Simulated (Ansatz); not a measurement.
Relaxed-ion elastic tensor of Sb in space group I-43m (No. 217; Sb on 8c) in GPa (Voigt order), the program Ansatz at the r²SCAN+D4 level (PAW); density 4.81 g/cm³, 42.02 Å³ per atom.

```
     1    2    3    4    5    6
-  ---  ---  ---  ---  ---  ---
1  9.0  7.3  7.3  0.0  0.0  0.0
2  7.3  9.0  7.3  0.0  0.0  0.0
3  7.3  7.3  9.0  0.0  0.0  0.0
4  0.0  0.0  0.0  7.9  0.0  0.0
5  0.0  0.0  0.0  0.0  7.9  0.0
6  0.0  0.0  0.0  0.0  0.0  7.9
```

### Question
Is the crystal mechanically stable?

### Answer
Yes: the smallest eigenvalue of C is 1.7 GPa.

### Question
Work out the Voigt, Reuss and Hill averages.

### Answer
K_V = 7.9, K_R = 7.9, K_H = 7.9; G_V = 5.1, G_R = 1.8, G_H = 3.4 GPa.

### Question
Give Young's modulus, Poisson's ratio, Pugh's ratio and the universal anisotropy index.

### Answer
E = 9KG/(3K + G) = 9.0 GPa; ν = 0.31; K/G = 2.30 (ductile by the Pugh limit of 1.75); A_U = 5G_V/G_R + K_V/K_R − 6 = 9.12.

### Question
Estimate the sound speeds and the Debye temperature.

### Answer
v_l = √((K + 4G/3)/ρ) = 1610 m/s, v_t = √(G/ρ) = 844 m/s, mean 943 m/s; Θ = (h/k)(3n/4πV)^(1/3) v_m = 80.8 K.

### Question
Give the Zener ratio and Young's modulus along [100], [110] and [111].

### Answer
A = 2C44/(C11 − C12) = 9.49; 1/E = S11 − 2(S11 − S12 − S44/2)Γ with Γ = 0, 1/4, 1/3 gives 2.4, 6.8, 17.7 GPa.

### Question
Solve the Christoffel equation for the three sound speeds along [100], [110], [111].

### Answer
Eigenvalues of C_ijkl n_j n_l equal ρv² (piezoelectric stiffening left out). In km/s, slowest first: [100] 1.28, 1.28, 1.37; [110] 0.42, 1.28, 1.82; [111] 0.81, 0.81, 1.95.

The start of the workflow was typed in or built on a structure type; neither database checked (COD, Materials Project) lists it. It is not the phase usual at ambient conditions (space group No. 166). The r²SCAN+D4 relaxation kept the symmetry of its start; whether a distortion lowers the energy is not shown. The volume moved by 16 % from the start of the relaxation. Spin–orbit coupling is left out wherever it is not named.

Potentials: the later of the program's two PAW sets.
